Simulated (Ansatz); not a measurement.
Clean, relaxed (111) surface of TiC, space group Fm-3m (No. 225) (top face towards +c; atoms held fixed, by place in the list: 1, 2, 3, 4, 5, 6, 7, 8, 9, 10, 11, 12, 13, 14, 15, 16):

```yaml
crystal:
  lattice:
    - [6.06863, 0.00000, 0.00000]
    - [-3.03432, 5.25559, 0.00000]
    - [0.00000, 0.00000, 25.67128]
  atoms:
    - { symbol: C, position: [0.16667, 0.33333, 0.33111] }
    - { symbol: C, position: [0.16667, 0.83333, 0.33111] }
    - { symbol: C, position: [0.66667, 0.33333, 0.33111] }
    - { symbol: C, position: [0.66667, 0.83333, 0.33111] }
    - { symbol: Ti, position: [0.33333, 0.16667, 0.37936] }
    - { symbol: Ti, position: [0.33333, 0.66667, 0.37936] }
    - { symbol: Ti, position: [0.83333, 0.16667, 0.37936] }
    - { symbol: Ti, position: [0.83333, 0.66667, 0.37936] }
    - { symbol: C, position: [0.50000, 0.50000, 0.42762] }
    - { symbol: C, position: [0.50000, 0.00000, 0.42762] }
    - { symbol: C, position: [0.00000, 0.50000, 0.42762] }
    - { symbol: C, position: [0.00000, 0.00000, 0.42762] }
    - { symbol: Ti, position: [0.66667, 0.33333, 0.47587] }
    - { symbol: Ti, position: [0.66667, 0.83333, 0.47587] }
    - { symbol: Ti, position: [0.16667, 0.33333, 0.47587] }
    - { symbol: Ti, position: [0.16667, 0.83333, 0.47587] }
    - { symbol: C, position: [0.83333, 0.66667, 0.52409] }
    - { symbol: C, position: [0.83333, 0.16667, 0.52409] }
    - { symbol: C, position: [0.33333, 0.66667, 0.52409] }
    - { symbol: C, position: [0.33333, 0.16667, 0.52409] }
    - { symbol: Ti, position: [0.00000, 0.50000, 0.57059] }
    - { symbol: Ti, position: [0.00000, 0.00000, 0.57059] }
    - { symbol: Ti, position: [0.50000, 0.50000, 0.57059] }
    - { symbol: Ti, position: [0.50000, 0.00000, 0.57059] }
    - { symbol: C, position: [0.16667, 0.83333, 0.62366] }
    - { symbol: C, position: [0.16667, 0.33333, 0.62366] }
    - { symbol: C, position: [0.66667, 0.83333, 0.62366] }
    - { symbol: C, position: [0.66667, 0.33333, 0.62366] }
    - { symbol: Ti, position: [0.33333, 0.66667, 0.66412] }
    - { symbol: Ti, position: [0.33333, 0.16667, 0.66412] }
    - { symbol: Ti, position: [0.83333, 0.66667, 0.66412] }
    - { symbol: Ti, position: [0.83333, 0.16667, 0.66412] }
```

Theory: DFT PBE+D3(BJ), scalar-relativistic, plane waves, PAW (Ansatz). Cutoff 420 eV; k points 6×6×1 on the computed 32-atom cell (Γ-centred); Gaussian smearing, width 0.10 eV; no spin polarisation. A dipole correction removes the field between periodic images along c.

N (atom) is put at the hollow (Ti-Ti-Ti) at (0.50, 0.50) site, one adsorbate per 31.9 Å², and relaxed. The adsorption energy is E(slab + adsorbate) − E(slab) − E(free adsorbate, spin-polarised where open-shell). Heights count from the highest slab atom after relaxation. Bonded neighbours lie within 1.25 times the sum of covalent radii (1.35 for H) and, on that scale, within 12 % of the closest. With the adsorbate the cell is lengthened along c to keep the vacuum.

Question: How strongly does it bind, and where does its anchoring atom end?

Answer: -8.25 eV; at (0.50, 0.50), 3 bonded neighbours (Ti).

Question: How high does its anchoring atom sit over the highest slab atom, and what is the shortest contact with the surface?

Answer: 1.03 Å; N–Ti 1.95 Å.

Question: The clean face has a work function of 4.64 eV. How does the adsorbate change it?

Answer: By -0.14 eV.

Each end is the local minimum or symmetric point that its start leads to. This ideal cut is polar: the work functions of its two faces differ by 2.0 eV. Real polar faces reconstruct or get covered, and then bind electron donors or acceptors far more weakly.

Spin polarisation was left out, and a magnetic state may lie lower.

Cost: 3 runs of about 38 core-minutes in all, on Intel Xeon Platinum 8259CL (Skylake/Cascade Lake) (shared hosts).